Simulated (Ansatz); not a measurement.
MgO:
Space group Fm-3m (No. 225); a = b = c = 4.2142 Å, α = β = γ = 90.00°

```json
[
 {"atom": "Mg", "site": "4b", "symmetry": "m-3m", "x": "0.5000", "y": "0.5000", "z": "0.5000"},
 {"atom": "O", "site": "4a", "symmetry": "m-3m", "x": "0.0000", "y": "0.0000", "z": "0.0000"}
]
```
(The calculation used a cell of 2 atoms; values per cell refer to that cell.)

Relaxed with PBEsol.

Give the optical modes at the zone centre with their infrared and Raman activity from DFPT, DFT-PBEsol in the program Ansatz with PAW potentials.

Transverse frequencies, without the LO–TO term; a row sums one degenerate level.

```
ω (cm⁻¹)  degeneracy  IR ((D/Å)²/amu)  Raman (Å⁴/amu)  activity  symmetry
--------  ----------  ---------------  --------------  --------  --------
388                3            28.13               0        IR       T1u
```

How high does the top mode go among those that the LO–TO term moves?

692 cm⁻¹ for q along x.

The cell was relaxed with PBEsol under the symmetry of its start; phonons on a q-mesh show no instability.

Potentials: the later of the program's two PAW sets.
